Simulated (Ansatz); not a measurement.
# A crystal of cell content C8H16As2O2P2S4 at more than one level of theory

Plane-wave PAW calculations in Ansatz, scalar-relativistic unless spin-orbit coupling is named; Γ-centred meshes, relaxations with the symmetry kept. Pressure is positive in compression. No spin polarisation at the first level.

Settings: cutoff 420 eV, Γ-centred mesh 4×4×2 on the computed 34-atom cell, Gaussian smearing of 0.02 eV; no spin polarisation.

Structure relaxed with PBE+D3(BJ):

```
H P As C S O
1.0
     6.46750    0.02818    0.02763
     3.08060    6.07463   -0.02277
     2.07000    2.69508    9.82720
H P As C S O
16 2 2 8 4 2
Direct
  0.18426 0.49712 0.47109
  0.81574 0.50288 0.52891
  0.37369 0.21955 0.55683
  0.62631 0.78045 0.44317
  0.67101 0.18626 0.36884
  0.32899 0.81374 0.63116
  0.59110 0.45581 0.39555
  0.40890 0.54419 0.60445
  0.42192 0.84798 0.19832
  0.57808 0.15202 0.80168
  0.32369 0.86499 0.04497
  0.67631 0.13501 0.95503
  0.97400 0.05887 0.17634
  0.02600 0.94113 0.82366
  0.06141 0.83518 0.32833
  0.93859 0.16482 0.67167
  0.47065 0.48465 0.18430
  0.52935 0.51535 0.81570
  0.16670 0.39443 0.16436
  0.83330 0.60557 0.83564
  0.31851 0.33259 0.45599
  0.68149 0.66741 0.54401
  0.52592 0.35528 0.36461
  0.47408 0.64472 0.63539
  0.31952 0.79421 0.15581
  0.68048 0.20579 0.84419
  0.07039 0.87367 0.21707
  0.92961 0.12633 0.78293
  0.18568 0.19859 0.39074
  0.81432 0.80141 0.60926
  0.90273 0.75457 0.16761
  0.09727 0.24543 0.83239
  0.69413 0.40190 0.09618
  0.30587 0.59810 0.90382
```

| level | cell | cutoff (eV) | k mesh | primitive cell | V (Å³/atom) | P (GPa; residual where relaxed) | gap on mesh (eV) |
| --- | --- | --- | --- | --- | --- | --- | --- |
| PBE+D3(BJ) | relaxed | 420 | 4×4×2 | a = 6.47 Å, b = 6.81 Å, c = 10.40 Å, α = 71.46°, β = 78.22°, γ = 62.86° | 11.3 | 0.00 | 3.02 |
| r2SCAN | relaxed | 500 | 4×4×2 | a = 6.63 Å, b = 6.93 Å, c = 10.61 Å, α = 71.66°, β = 78.65°, γ = 62.62° | 12.1 | 0.00 | 3.50 |

Cost: 2 runs of about 32 core-minutes in all, on Arm Neoverse V1 (shared hosts).